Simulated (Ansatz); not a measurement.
ZrO2 (fluorite)

```xyz
3
Lattice="0.0000 2.5579 2.5579 2.5579 0.0000 2.5579 2.5579 2.5579 0.0000" Properties=species:S:1:pos:R:3 pbc="T T T"
Zr     0.0000     0.0000     0.0000
O      1.2790     1.2790     1.2790
O      3.8369     3.8369     3.8369
```

The slice is a {111} plane (indices of the conventional cell) through the point (0.000, 0.000, 0.000) (fractional), spanned by u = [100] and v = [-1 2 0] in vectors of this cell: u (3.62 Å) and v (6.27 Å, at 90° to u). It covers one period; positions are fractions (u, v).

These are PBE (plane waves to 420 eV, PAW, scalar-relativistic; Ansatz, a quantum-chemistry and plane-wave program) values and carry that method's errors. k mesh 11×11×11. These are valence fields of a PAW run, semicore shells included where kept as valence: close to a nucleus they are smooth pseudo fields. This is a high-temperature form of ZrO2. ZrO2 is run without spin polarisation. ZrO2 was relaxed with its symmetry unable to fall.

Sketch the density of the highest valence band (whole band, smooth part) on this plane as a map.


```tsv
v \ u	0.00	0.14	0.29	0.43	0.57	0.71	0.86
0.88	0.018	0.010	0.031	0.090	0.090	0.031	0.010
0.75	0.065	0.026	0.010	0.052	0.052	0.010	0.026
0.62	0.106	0.057	0.015	0.014	0.014	0.015	0.057
0.50	0.008	0.008	0.014	0.020	0.020	0.014	0.008
0.38	0.106	0.057	0.015	0.014	0.014	0.015	0.057
0.25	0.065	0.026	0.010	0.052	0.052	0.010	0.026
0.12	0.018	0.010	0.031	0.090	0.090	0.031	0.010
0.00	0.002	0.025	0.009	0.008	0.008	0.009	0.025
```

Values: density of the highest valence band (whole band, smooth part) in e/Å³.
